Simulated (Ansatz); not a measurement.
# Band table of AlCu (rocksalt type)

```
CELL_PARAMETERS angstrom
0.00000 2.46413 2.46413
2.46413 0.00000 2.46413
2.46413 2.46413 0.00000
ATOMIC_POSITIONS crystal
Cu 0.00000 0.00000 0.00000
Al 0.50000 0.50000 0.50000
```

The cell comes from a relaxation on PAW files under the same functional, begun from a prototype that needn't be the stable phase.

Level of theory: DFT with LDA, scalar-relativistic, in Ansatz 0.2.0; a Γ-centred 14×14×14 k mesh, Fermi–Dirac smearing of 0.08 eV, no spin polarisation. LAPW: all electrons, basis error target 1 meV/atom.

Path points, in fractions of the reciprocal vectors: Γ (0.000, 0.000, 0.000), X (0.500, 0.000, 0.500), U (0.625, 0.250, 0.625), K (0.375, 0.375, 0.750), L (0.500, 0.500, 0.500), W (0.500, 0.250, 0.750). The distance column jumps between branches of the path. Levels in eV from the Fermi level; bands 9 to 17, counted from the lowest band of the run. The gap is zero, the pressure -0.04 GPa.

```
# k(1/Å) point b9 b10 b11 b12 b13 b14 b15 b16 b17
0.000 Γ -10.09 -3.81 -3.81 -3.79 -3.79 -3.79 5.74 5.74 5.74
0.182 - -9.96 -3.84 -3.81 -3.80 -3.77 -3.77 5.26 5.26 5.56
0.364 - -9.58 -3.94 -3.88 -3.77 -3.72 -3.72 4.29 4.29 5.13
0.546 - -8.96 -4.08 -3.97 -3.73 -3.64 -3.64 3.28 3.28 4.66
0.729 - -8.13 -4.22 -4.08 -3.69 -3.53 -3.53 2.38 2.38 3.12
0.911 - -7.15 -4.29 -4.17 -3.65 -3.41 -3.41 0.90 1.68 1.68
1.093 - -6.25 -4.24 -4.13 -3.62 -3.30 -3.30 -0.97 1.21 1.21
1.275 X -5.88 -4.26 -3.78 -3.61 -3.26 -3.26 -1.97 1.05 1.05
1.339 - -5.87 -4.26 -3.80 -3.62 -3.27 -3.23 -1.97 0.89 1.08
1.404 - -5.84 -4.26 -3.85 -3.63 -3.27 -3.13 -1.97 0.48 1.14
1.468 - -5.78 -4.26 -3.91 -3.66 -3.28 -2.99 -1.97 -0.03 1.26
1.533 - -5.71 -4.28 -3.97 -3.69 -3.28 -2.83 -1.99 -0.57 1.41
1.597 - -5.63 -4.31 -4.02 -3.73 -3.30 -2.63 -2.02 -1.05 1.60
1.661 - -5.53 -4.37 -4.06 -3.77 -3.31 -2.42 -2.14 -1.40 1.83
1.726 U -5.44 -4.47 -4.10 -3.82 -3.32 -2.38 -2.19 -1.54 2.09
2.506 K -5.44 -4.47 -4.10 -3.82 -3.32 -2.38 -2.19 -1.54 2.09
2.700 - -5.59 -4.76 -4.15 -3.93 -3.39 -3.00 -1.36 -1.35 3.07
2.893 - -6.72 -4.48 -4.13 -4.00 -3.47 -3.21 -0.72 -0.32 4.30
3.086 - -7.87 -4.20 -4.07 -4.01 -3.55 -3.36 0.32 0.91 5.75
3.279 - -8.82 -4.00 -3.98 -3.96 -3.64 -3.52 1.71 2.31 7.25
3.472 - -9.52 -3.89 -3.88 -3.88 -3.72 -3.66 3.31 3.81 6.44
3.666 - -9.94 -3.83 -3.82 -3.82 -3.77 -3.76 4.90 5.15 5.92
3.859 Γ -10.09 -3.81 -3.81 -3.79 -3.79 -3.79 5.74 5.74 5.74
4.016 - -9.99 -3.82 -3.82 -3.81 -3.77 -3.77 4.98 5.69 5.69
4.174 - -9.70 -3.86 -3.86 -3.86 -3.72 -3.72 3.37 5.56 5.56
4.332 - -9.23 -3.94 -3.93 -3.93 -3.64 -3.64 1.61 5.45 5.45
4.490 - -8.58 -4.08 -3.99 -3.99 -3.55 -3.55 -0.07 5.41 5.41
4.647 - -7.77 -4.34 -4.05 -4.05 -3.46 -3.46 -1.49 5.46 5.46
4.805 - -6.82 -4.88 -4.09 -4.09 -3.40 -3.40 -2.42 5.60 5.60
4.963 L -5.94 -5.65 -4.11 -4.11 -3.38 -3.38 -2.72 5.71 5.71
5.092 - -5.88 -5.63 -4.10 -4.10 -3.38 -3.36 -2.72 4.89 5.01
5.220 - -5.71 -5.58 -4.10 -4.06 -3.38 -3.28 -2.72 3.64 3.84
5.349 - -5.51 -5.43 -4.11 -4.01 -3.37 -3.11 -2.72 2.36 2.67
5.478 - -5.43 -5.08 -4.13 -3.95 -3.36 -2.83 -2.69 1.15 1.56
5.607 - -5.36 -4.70 -4.16 -3.93 -3.33 -2.58 -2.43 0.04 0.56
5.736 - -5.31 -4.37 -4.19 -3.95 -3.28 -2.31 -1.91 -0.91 -0.32
5.864 W -5.30 -4.20 -4.20 -4.01 -3.26 -1.97 -1.49 -1.49 -0.86
5.955 - -5.34 -4.23 -4.17 -3.97 -3.26 -1.97 -1.87 -1.08 -0.80
6.046 - -5.44 -4.24 -4.12 -3.89 -3.26 -2.22 -1.97 -0.65 -0.61
6.138 - -5.57 -4.25 -4.06 -3.80 -3.26 -2.53 -1.97 -0.32 -0.20
6.229 - -5.70 -4.26 -3.98 -3.72 -3.26 -2.80 -1.97 0.06 0.24
6.320 - -5.79 -4.26 -3.90 -3.66 -3.26 -3.03 -1.97 0.49 0.64
6.411 - -5.86 -4.26 -3.82 -3.62 -3.26 -3.20 -1.97 0.88 0.94
6.502 X -5.88 -4.26 -3.78 -3.61 -3.26 -3.26 -1.97 1.05 1.05
```
